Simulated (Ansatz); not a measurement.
Screening note. A metal film that reacts with Si consumes substrate; on a shallow junction the depth consumed per thickness of contact matters as much as the driving force.

The yardstick is NiSi. 5 nm of metal is deposited and fully reacted. All products have no gap at this level.

Methods, by column (Ansatz, a plane-wave PAW program, with an older set of its potentials): volume per atom: r²SCAN, relaxed cell; metal volume, Si volume: r²SCAN, the element in its room-temperature structure; ΔH_f: r²SCAN, 0 K, against the elements in the same set-up, no fitted corrections.

Whether these are the forms stable at ambient conditions was not checked: Mo5Si3 (I4/mcm, tI32); LaSi2 (I4₁/amd, tI12). No claim is made that these are known or stable phases: Hf2Si (I4/mcm, tI12). Run without spin polarisation: NiSi. Spin–orbit coupling is left out unless named. No other phase of the formula is at hand at the same level beside Mo5Si3 (I4/mcm, tI32), Hf2Si (I4/mcm, tI12), LaSi2 (I4₁/amd, tI12). ΔH_f counts from the lowest computed solid of each element: Hf (P6_3/mmc), La (P6_3/mmc), Mo (Im-3m), Ni (Fm-3m, ferromagnetic), Si (Fd-3m), Ta (Im-3m).

Definitions used: Si consumed = metal thickness × y × V(Si)/V(metal); product = metal thickness × (1 + y) × V/V(metal); ratio = consumed/product; volume change = product/(metal + consumed) − 1.

```csv
crystal,Si atoms per metal atom,V (Å³/atom),V of the metal (Å³/atom),V of Si (Å³/atom),ΔH_f (eV/atom),Si consumed (nm),product thickness (nm),consumed per nm of product,volume change (%)
"Hf2Si (I4/mcm, tI12)",0.500,18.53,22.35,20.17,−0.789,2.26,6.22,0.36,−14
"NiSi (Pnma), reference",1.000,11.91,10.54,20.17,−0.473,9.57,11.30,0.85,−22
"Mo5Si3 (I4/mcm, tI32)",0.600,14.22,15.64,20.17,−0.400,…,…,…,…
"LaSi2 (I4₁/amd, tI12)",2.000,21.85,37.22,20.17,−0.706,…,…,…,…
TaSi2 (P6₂22),2.000,14.42,18.05,20.17,−0.456,…,…,…,…
```

Fill in the missing entries.


- Mo5Si3 (I4/mcm, tI32): Si consumed: 5 × 0.600 × 20.17/15.64 = 3.87 nm; product thickness: 5 × (1 + 0.600) × 14.22/15.64 = 7.27 nm; Si consumed per nm of product: 3.87/7.27 = 0.53; volume change: 100 × (7.27/(5 + 3.87) − 1) = −18 %.
- TaSi2: Si consumed: 5 × 2.000 × 20.17/18.05 = 11.17 nm; product thickness: 5 × (1 + 2.000) × 14.42/18.05 = 11.98 nm; Si consumed per nm of product: 11.17/11.98 = 0.93; volume change: 100 × (11.98/(5 + 11.17) − 1) = −26 %.
- LaSi2 (I4₁/amd, tI12): Si consumed: 5 × 2.000 × 20.17/37.22 = 5.42 nm; product thickness: 5 × (1 + 2.000) × 21.85/37.22 = 8.81 nm; Si consumed per nm of product: 5.42/8.81 = 0.62; volume change: 100 × (8.81/(5 + 5.42) − 1) = −15 %.

Ranking by Si consumed per nm of product, lowest first: Hf2Si (I4/mcm, tI12) (0.36 ± 0.011), Mo5Si3 (I4/mcm, tI32) (0.53 ± 0.017), LaSi2 (I4₁/amd, tI12) (0.62 ± 0.020), NiSi (0.85 ± 0.027), TaSi2 (0.93 ± 0.029). The ± follows from allowances picked for this note (volume per atom 1 %, 3 % for the model), carried to first order and added in quadrature; ≈ joins neighbours closer than their two ± added in quadrature. 3 of the 4 others clearly beat the reference on this figure.

Which phase forms first is kinetic; barrier heights, resistivities and agglomeration are not treated. Phases over 50 meV/atom above the lowest one at hand were not drawn (by r²SCAN where it compared them, else by the largest value; a layered or molecular lowest phase counts only with a dispersion term); other phases could lie lower still. The rows are a sample and no shortlist: familiar crystals first, some related and some not, whatever their agreement with measurement; tables with many equal figures were not kept. Limits of the draw: ΔH_f under −0.03 eV/atom; for ΔH_f, runs without a dispersion term, no Mn, and elements whose lowest cell is their usual one. As a rule kept out of such tables: 4f compounds, open-shell compounds run without a Hubbard term, cells found unstable in the tests at hand, cells close to a higher symmetry, and runs set to a pressure or over 12 % in volume from the crystal's fullest run.
